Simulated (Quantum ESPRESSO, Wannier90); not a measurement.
Wannier functions of AlP (zinc blende)

```
begin unit_cell_cart
ang
    0.0000000000    2.7364850000    2.7364850000
    2.7364850000    0.0000000000    2.7364850000
    2.7364850000    2.7364850000    0.0000000000
end unit_cell_cart
begin atoms_frac
Al   0.0000000000  0.0000000000  0.0000000000
P    0.2500000000  0.2500000000  0.2500000000
end atoms_frac
```

Structure: Materials Project mp-1550, symmetrised, not relaxed again. COD (Crystallography Open Database) has an entry of this formula and space group (matched by these alone). Method: PBEsol plane waves in Quantum ESPRESSO 7.5 (PseudoDojo norm-conserving files, 36 Ry, no spin polarisation, no spin-orbit coupling), Bloch states on a 10×10×10 mesh through Γ, Wannier90 4.0.1. Density: 10×10×10 mesh, cold smearing 0.01 Ry.

Bands 1-4 form an isolated set from -11.49 to 0.00 eV relative to the valence-band maximum (on the path) and are turned into 4 Wannier functions by minimising the spread from the start: s functions at the bond centres.

Centres (Cartesian, Å; one of the equivalent choices) and spreads:

```tsv
n	x	y	z	spread (Å²)	nearest atom
1	-0.901	-0.901	0.901	1.843	P2
2	-0.901	0.901	-0.901	1.843	P2
3	0.901	-0.901	-0.901	1.843	P2
4	0.901	0.901	0.901	1.843	P2
```

Ω_I = 6.71 Å², Ω_total = 7.37 Å²; the interpolated bands follow pw.x to 2.0 meV rms on the path. It is the lowest total spread that any start reached here.
